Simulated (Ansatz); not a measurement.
Relaxed-ion elastic tensor of SiMo₃ (A15 (Cr3Si type), Pm-3n) in GPa (Voigt order), DFT-LDA in the program Ansatz with PAW potentials; density 9.30 g/cm³, 14.11 Å³ per atom.

```
520  159  159  0.0  0.0  0.0
159  520  159  0.0  0.0  0.0
159  159  520  0.0  0.0  0.0
0.0  0.0  0.0  122  0.0  0.0
0.0  0.0  0.0  0.0  122  0.0
0.0  0.0  0.0  0.0  0.0  122
```

Problem. Is the crystal mechanically stable?

Solution. Yes: the smallest eigenvalue of C is 122 GPa.

Problem. Work out the Voigt, Reuss and Hill averages.

Solution. K_V = 279, K_R = 279, K_H = 279; G_V = 145, G_R = 140, G_H = 143 GPa.

Problem. Give Young's modulus, Poisson's ratio, Pugh's ratio and the universal anisotropy index.

Solution. E = 9KG/(3K + G) = 366 GPa; ν = 0.28; K/G = 1.96 (ductile by the Pugh limit of 1.75); A_U = 5G_V/G_R + K_V/K_R − 6 = 0.19.

Problem. Estimate the sound speeds and the Debye temperature.

Solution. v_l = √((K + 4G/3)/ρ) = 7110 m/s, v_t = √(G/ρ) = 3920 m/s, mean 4360 m/s; Θ = (h/k)(3n/4πV)^(1/3) v_m = 538 K.

Problem. Give the Zener ratio and Young's modulus along [100], [110] and [111].

Solution. A = 2C44/(C11 − C12) = 0.67; 1/E = S11 − 2(S11 − S12 − S44/2)Γ with Γ = 0, 1/4, 1/3 gives 446, 343, 319 GPa.

The LDA relaxation kept the symmetry of its start; of distortions, only those at the zone centre were tested. The run is not spin-polarised. As this level gives no gap, shear constants depend on the k-mesh and smearing (Fermi–Dirac, 0.1 eV here).

Potentials: the later of the program's two PAW sets.
